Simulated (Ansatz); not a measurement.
MgF2:
```
CELL_PARAMETERS angstrom
      4.64209     0.00000     0.00000
      0.00000     4.64209     0.00000
      0.00000     0.00000     3.05601
ATOMIC_POSITIONS crystal
  Mg 0.50000 0.50000 0.50000
  Mg 0.00000 0.00000 0.00000
  F  0.69658 0.69658 0.00000
  F  0.30342 0.30342 0.00000
  F  0.80342 0.19658 0.50000
  F  0.19658 0.80342 0.50000
```

Relaxed with HSE06.

Q: Give the Bader charges and basin volumes of the independent atoms, DFT-HSE06 in the program Ansatz with PAW potentials.

A: 

```tsv
atom	Bader charge (e)	Bader volume (Å³)
Mg1	+1.79	4.5
F3	-0.90	14.2
```

Space group P4_2/mnm (rutile). Symmetry was held in the HSE06 relaxation.

Potentials: the earlier of the program's two PAW sets.
